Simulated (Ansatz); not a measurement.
SiC:
```xyz
6
Lattice="3.0849 0.0000 0.0000 -1.5425 2.6716 0.0000 0.0000 0.0000 7.0617" Properties=species:S:1:pos:R:3 pbc="T T T"
Si     1.5425     0.0000     3.5308
Si    -0.7712     1.3358     1.1769
Si     0.7712     1.3358     5.8847
C      1.5425     0.0000     0.0000
C     -0.7712     1.3358     4.7078
C      0.7712     1.3358     2.3539
```

Relaxed with PBE. Special points in fractions of this cell's reciprocal vectors: Γ (0.000, 0.000, 0.000); M (0.500, 0.000, 0.000); K (0.333, 0.333, 0.000); A (0.000, 0.000, 0.500); L (0.500, 0.000, 0.500); H (0.333, 0.333, 0.500).

Task: List the band energies nearest the valence-band maximum at these points for PBE in the plane-wave PAW code Ansatz.

Result: In eV from the valence-band maximum; about four levels below and three above (degenerate sets whole), none deeper than 8.9 eV; points with the same levels are listed once.

| k | below | above |
|---|---|---|
| Γ | -0.33 -0.33 -0.18 0.00 | 3.37 3.37 4.17 |
| M | -3.57 -2.87 -2.40 -2.13 | 0.87 1.63 2.65 |
| K | -5.63 -5.63 -3.28 -2.31 -2.31 | 2.52 3.21 3.21 |
| A | -0.98 -0.34 -0.16 -0.16 | 2.96 4.54 4.54 |
| L | -3.40 -2.75 -2.48 -2.03 | 1.91 2.72 3.45 |
| H | -4.90 -4.90 -3.39 -2.40 | 2.85 5.37 5.37 |

Space group P6_222. The start of the workflow was typed in or built on a structure type; neither database checked (COD, Materials Project) lists it. It is not the phase usual at ambient conditions (space group No. 186, 216). The PBE relaxation kept the symmetry of its start; its stability against distortions is not shown here. Its formation energy is positive at this level, so the cell may be metastable or incomplete.

Potentials: the later of the program's two PAW sets.
